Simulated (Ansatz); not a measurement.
H4NF:
```
CELL_PARAMETERS angstrom
      4.42011     0.00000     0.00000
     -2.21006     3.82793     0.00000
      0.00000     0.00000     7.13424
ATOMIC_POSITIONS crystal
  H  0.53848 0.07697 0.92309
  H  0.46152 0.53848 0.42309
  H  0.92303 0.46152 0.92309
  H  0.46152 0.92303 0.42309
  H  0.53848 0.46152 0.92309
  H  0.07697 0.53848 0.42309
  H  0.33333 0.66667 0.22902
  H  0.66667 0.33333 0.72902
  N  0.33333 0.66667 0.37483
  N  0.66667 0.33333 0.87483
  F  0.33333 0.66667 0.99706
  F  0.66667 0.33333 0.49706
```

Relaxed with r²SCAN+D4. Special points in fractions of this cell's reciprocal vectors: Γ (0.000, 0.000, 0.000); M (0.500, 0.000, 0.000); K (0.333, 0.333, 0.000); A (0.000, 0.000, 0.500); L (0.500, 0.000, 0.500); H (0.333, 0.333, 0.500).

Problem. List the band energies nearest the valence-band maximum at these points for the program Ansatz at the r²SCAN+D4 level (PAW).

Solution. In eV from the valence-band maximum; about four levels below and three above (degenerate sets whole), none deeper than 8.9 eV; points with the same levels are listed once.

| k | below | above |
|---|---|---|
| Γ | -0.45 -0.45 -0.44 -0.26 -0.26 | 6.58 9.29 10.10 |
| M | -0.26 -0.26 -0.06 -0.03 | 9.03 9.58 10.09 |
| K | -0.22 -0.14 -0.14 0.00 | 9.08 10.29 10.29 |
| A | -0.36 -0.36 -0.36 -0.36 | 7.59 7.59 12.16 12.16 |
| L | -0.16 -0.16 -0.15 -0.15 | 9.40 9.40 10.51 10.51 |
| H | -0.17 -0.17 -0.11 -0.11 | 9.57 9.57 10.71 10.71 |

Space group P6_3mc. The workflow started from a Materials Project entry (that database holds measured and hypothetical structures alike); the Crystallography Open Database files this formula in space group No. 186, but the cells were not matched. Its standing as an ambient phase is unchecked. Symmetry was held in the r²SCAN+D4 relaxation; phonons on a q-mesh show no instability.

Potentials: the later of the program's two PAW sets.
